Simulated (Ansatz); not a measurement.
Input:

KTaO₃:
```cif
data_KO3Ta
_chemical_formula_sum 'K1 Ta1 O3'
_space_group_name_H-M_alt 'P 1'
_space_group_IT_number 1
_cell_length_a 3.95137
_cell_length_b 3.95137
_cell_length_c 3.95137
_cell_angle_alpha 90.000
_cell_angle_beta 90.000
_cell_angle_gamma 90.000
loop_
_space_group_symop_operation_xyz
  'x, y, z'
loop_
_atom_site_label
_atom_site_type_symbol
_atom_site_fract_x
_atom_site_fract_y
_atom_site_fract_z
_atom_site_occupancy
K1 K 0.50000 0.50000 0.50000 1
Ta1 Ta 0.00000 0.00000 0.00000 1
O1 O 0.00000 0.50000 0.00000 1
O2 O 0.50000 0.00000 0.00000 1
O3 O 0.00000 0.00000 0.50000 1
```

This is the LDA-relaxed structure.

Question: All from DFT-LDA in the program Ansatz with PAW potentials, unless another level is named. Estimate the Poisson's ratio.

Answer: 0.24.

Question: Give the highest zone-centre frequency (without LO–TO term).

Answer: 16.65 THz.

Space group Pm-3m (cubic perovskite). The cell was relaxed with LDA under the symmetry of its start. The run is not spin-polarised. Spin–orbit coupling is left out wherever it is not named.

Potentials: the earlier of the program's two PAW sets. The files were generated under PBE; for other functionals the program regenerates the frozen cores, and for LDA and PBEsol the local potential too.
